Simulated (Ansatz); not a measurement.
SrCl$_{2}$ (fluorite)

```
SrCl2
1.0
    0.00000     3.49721     3.49721
    3.49721     0.00000     3.49721
    3.49721     3.49721     0.00000
Sr Cl
1 2
Direct
  0.00000   0.00000   0.00000
  0.75000   0.75000   0.75000
  0.25000   0.25000   0.25000
```

The slice is a {110} plane (indices of the conventional cell) through the point (0.750, 0.750, 0.750) (fractional), spanned by u = [100] and v = [1 -1 -1] in vectors of this cell: u (4.95 Å) and v (6.99 Å, at 90° to u). It covers one period; positions are fractions (u, v).

Calculation: r2SCAN (plane waves to 500 eV, PAW, scalar-relativistic; Ansatz, a program for electronic structure). k mesh 8×8×8. Near the nuclei the fields are pseudised (PAW); where an atom keeps semicore shells as valence, they peak there. SrCl2 was relaxed with its symmetry unable to fall.

### Question
Predict the map of the electrostatic potential energy of an electron, from the cell's mean on the slice.

### Answer
```
|xxxxxxxxxx4477776655444444445566777744xxxxxxxx|
|xxxxxxxxxx5566554422110000112244556655xxxxxxxx|
|xxxxxxxx33555533110000000000001133555533xxxxxx|
|xxxxxx44555533000000xxxxxxxx00000033555544xxxx|
|5555666666441100xxxxxxxxxxxxxxxx00114466666655|
|8888887766330000xxxxxxxxxxxxxxxx00003366778888|
|99998877552200xxxxxxxxxxxxxxxxxxxx002255778899|
|99998877552200xxxxxxxxxxxxxxxxxxxx002255778899|
|99998877552200xxxxxxxxxxxxxxxxxxxx002255778899|
|8888887766330000xxxxxxxxxxxxxxxx00003366778888|
|5555666666441100xxxxxxxxxxxxxxxx00114466666655|
|xxxxxx44555533000000xxxxxxxx00000033555544xxxx|
|xxxxxxxx33555533110000000000001133555533xxxxxx|
|xxxxxxxxxx5566554422110000112244556655xxxxxxxx|
|xxxxxxxxxx4477776655444444445566777744xxxxxxxx|
|xxxxxxxxxx4477887777666666667777887744xxxxxxxx|
|xxxxxxxxxx5588888888887777888888888855xxxxxxxx|
|xxxxxxxxxx6688999999888888889999998866xxxxxxxx|
|xxxxxxxx44889999999999999999999999998844xxxxxx|
|xxxxxx447799999999999999999999999999997744xxxx|
|5555668899999999999999999999999999999999886655|
|8888889999999999999999999999999999999999998888|
|9999999999999999999999999999999999999999999999|
|9999999999999999999999999999999999999999999999|
|9999999999999999999999999999999999999999999999|
|8888889999999999999999999999999999999999998888|
|5555668899999999999999999999999999999999886655|
|xxxxxx447799999999999999999999999999997744xxxx|
|xxxxxxxx44889999999999999999999999998844xxxxxx|
|xxxxxxxxxx6688999999888888889999998866xxxxxxxx|
|xxxxxxxxxx5588888888887777888888888855xxxxxxxx|
|xxxxxxxxxx4477887777666666667777887744xxxxxxxx|
```
Scale: ten equal steps from -1.00 (start of '0') to 7.41 (end of '9'), in the order '0123456789'. Values: electrostatic potential energy of an electron, from the cell's mean, in eV. The map has 23 points along u (two characters each, u = 0 at the left) and 32 along v (v = 0 in the bottom row). Points within 1 Å of a nucleus are blanked (x), as the pseudised field means little there. Values under -1 eV are set to -1. The zero, the cell's mean, hangs on the PAW cores.
